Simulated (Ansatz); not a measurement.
**Trial structures of Ga₂SnO₂: starts and ends**

All numbers below come from DFT PBE, scalar-relativistic, plane waves, PAW in Ansatz. All cells share a 420 eV cutoff and Γ-centred k meshes spaced at most about 0.3 Å⁻¹ (about 0.25 or finer for metals, 2π included). No spin polarisation in the final relaxations.

Each guess was relaxed in cell and atoms at zero pressure, within the symmetry of its start. Temperature and zero-point effects are left out. Coordination counts O atoms around Ga and Sn (those within 1.25 times the shortest such distance or 1.15 times the sum of covalent radii; the shortest distance is added where it is long for a bond).

```json
{"guess": "1", "made from": "random cell", "start group": "P4/mmm", "V start (Å³/atom)": "19.3", "end group": "P4/mmm", "V end (Å³/atom)": "15.6", "coordination at the end": "Ga 4, Sn 2 from 2.5 Å", "gap on mesh (eV)": "0", "E over the lowest end (meV/atom)": "154"}
{"guess": "2", "made from": "Tm2TeO2 type", "start group": "P6_3/mmc", "V start (Å³/atom)": "14.9", "end group": "P6_3/mmc", "V end (Å³/atom)": "16.6", "coordination at the end": "Ga 3, Sn 6 from 3.7 Å", "gap on mesh (eV)": "0", "E over the lowest end (meV/atom)": "0"}
{"guess": "3", "made from": "Ho2GaNi2 type", "start group": "Immm", "V start (Å³/atom)": "16.9", "end group": "Immm", "V end (Å³/atom)": "16.5", "coordination at the end": "Ga 4 from 2.3 Å, Sn 4 from 2.6 Å", "gap on mesh (eV)": "0", "E over the lowest end (meV/atom)": "455"}
{"guess": "4", "made from": "MnH2O2 type", "start group": "P-3m1", "V start (Å³/atom)": "14.7", "end group": "?", "V end (Å³/atom)": "?", "coordination at the end": "?", "gap on mesh (eV)": "?", "E over the lowest end (meV/atom)": "?"}
```

Guess 4 as it starts:

Space group P-3m1 (No. 164). a = 3.946 Å, b = 3.946 Å, c = 5.439 Å, α = 90.00°, β = 90.00°, γ = 120.00°
```tsv
atom	site	symmetry	x	y	z
Ga	2d	3m.	0.3333	0.6667	0.4460
Sn	1a	-3m.	0.0000	0.0000	0.0000
O	2d	3m.	0.3333	0.6667	0.2260
```

Question: Fill in the missing row: what does this guess relax into, and where does it rank?

Answer: It ends in space group P-3m1 (No. 164), with a = 3.821 Å, c = 7.456 Å, 18.9 Å³/atom and no gap. It lies 162 meV/atom over the lowest end, within the noise of guess 1 and below guess 3. Counting O atoms around Ga and Sn, this end has Ga 1, Sn 6 from 2.5 Å and the lowest (guess 2) has Ga 3, Sn 6 from 3.7 Å.

```cif
data_structure
_symmetry_space_group_name_H-M 'P-3m1'
_symmetry_Int_Tables_number 164
_cell_length_a 3.8214
_cell_length_b 3.8214
_cell_length_c 7.4564
_cell_angle_alpha 90.000
_cell_angle_beta 90.000
_cell_angle_gamma 120.000
_cell_volume 94.30
loop_
_atom_site_label
_atom_site_type_symbol
_atom_site_symmetry_multiplicity
_atom_site_Wyckoff_symbol
_atom_site_fract_x
_atom_site_fract_y
_atom_site_fract_z
_atom_site_occupancy
Ga1 Ga 2 d 0.33333 0.66667 0.41118 1
Sn1 Sn 1 a 0.00000 0.00000 0.00000 1
O1 O 2 d 0.33333 0.66667 0.16713 1
```

Energies over the elements count from the elements' standard structures at the same level (O₂ as a molecule), with no fitted energy shifts. The references include grey tin.

Question: Is the lowest end bound against the elements?

Answer: Yes: its formation energy is −0.97 eV/atom. A negative formation energy is needed for stability but isn't enough: competing phases decide.

The k mesh leaves some 4 meV/atom of noise in the energy of each metallic cell. No dispersion correction is applied, so the spacing and binding between layers, chains or molecules are poorly described (P6_3/mmc), and this can change margins and order among such cells. The zero gap of Immm may come from the functional, which often closes small gaps, or the cell may be a true semimetal. Cells relaxed within their symmetry can be saddle points. A lower structure may well exist outside this small set. Some types were kept out of the candidates beforehand, so the set may lack a known form.
